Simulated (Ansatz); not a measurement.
# Conduction electrons in Ir (Fm-3m)

```xyz
1
Lattice="0.0000 1.9156 1.9156 1.9156 0.0000 1.9156 1.9156 1.9156 0.0000" Properties=species:S:1:pos:R:3 pbc="T T T"
Ir    0.0000    0.0000    0.0000
```

Level of theory, where no other is named: PBEsol, all-electron LAPW in Ansatz 0.2.0, scalar-relativistic. k mesh 16×16×16, fine mesh 24×24×24, Fermi-Dirac smearing of 0.050 eV, basis error target 1 meV/atom. The cell was relaxed by PAW under this functional.

Levels and slopes are solved on a 24×24×24 mesh, and each state is taken as quadratic over its cell.

(1) What is the density of states at the Fermi level, and which bare Sommerfeld coefficient follows?

(2) What Drude plasma energy and σ/τ do the band velocities give?

(3) Which bands cross the Fermi level, and what do they carry?

(4) Map the plane k₃ = 1/2 of the mesh: how many bands lie under the Fermi level at each point, counted from the least on the plane?

(5) On PAW files the program sums the optical response inside the mesh cells, interband lines and its own Drude term. Where does ε₁ rise through zero (a sharp plasmon if ε₂ is small there), and how much light is reflected?

(6) What does PAW give for the same cell?

Answers

(1) N(E_F) = 0.874 states/eV/atom (both spins), so γ = (π²/3) k_B² N(E_F) = 2.06 mJ/(mol-atom K²) without electron-phonon or spin-fluctuation enhancement.

(2) (ħω_p,α)² = (e²/ε₀VN_k) Σ_nkσ (∂E/∂k_α)² δ(E − E_F) gives ħω_p = (10.76, 10.76, 10.76) eV along x, y, z, and σ/τ = ε₀ω_p² = 23.7×10²⁰ Ω⁻¹m⁻¹s⁻¹ along x. Weighted by the density of states, the mean Fermi speed is 0.812×10⁶ m/s; the surface has an area of 41.2 Å⁻² for each spin direction.

(3) 

| band | filled part | N (states/eV/cell) | speed (10⁶ m/s) | 5th to 95th percentile | area (Å⁻²) | filling |
| --- | --- | --- | --- | --- | --- | --- |
| 1 | 0.99 | 0.0182 | 1.46 | 1.32 to 1.69 | 1.54 | nearly full |
| 2 | 0.96 | 0.143 | 0.733 | 0.61 to 0.94 | 6.11 | nearly full |
| 3 | 0.42 | 0.479 | 0.874 | 0.60 to 1.32 | 24.3 | partly filled |
| 4 | 0.13 | 0.233 | 0.683 | 0.38 to 0.91 | 9.26 | partly filled |

(4) k₁ runs to the right and k₂ upwards, each from −½ to ½ with 0 in the middle (the axes needn't be at right angles):
```
222222222110001222222222
222222222111111222222222
222222222211222223333222
222222222222222233333322
222222222222222333333322
222222222222222333333322
222222222222222333333322
222222222222222333333222
211222222222222233332222
111122222222222222222211
001122222222222222222210
001222222222222222222210
001222222222222222222110
111222222222222222222111
222223333222222222222211
222233333322222222222222
222333333322222222222222
222333333322222222222222
222333333322222222222222
222333333222222222222222
222233332222211222222222
222222222211111122222222
222222222210001122222222
222222222210001222222222
```

(5) 

| Item | Value |
| --- | --- |
| Fine mesh | 24, 24, 24 |
| Window top | 20 eV |
| Line width | 0.1 eV |
| Drude damping | 0.05 eV |
| ε₁ rises through zero at x | 7.94, 13.3, 18.41, 19.22 eV |
| ε₂ there x | 3.05, 2.21, 4.6, 3.63 |
| Plasma energy (x, y, z) | 10.74, 10.74, 10.74 eV |
| Reflectivity at 1 eV, x-polarised | 0.9033 |
| Reflectivity at 2 eV, x-polarised | 0.7499 |
| Reflectivity at 3 eV, x-polarised | 0.7294 |

The plasma energy here is the program's own sum at the run's smearing; it differs from the value above by up to 0 %, through mesh and smearing.

(6) N(E_F) = 0.873 states/eV/atom and ħω_p,x = 10.77 eV.

Limits of these numbers: no spin-orbit coupling on heavy atoms; these sums move with the mesh, by several per cent and more for small sheets; frozen-core PAW files fitted under PBE, their cores solved anew for the functional of the run.
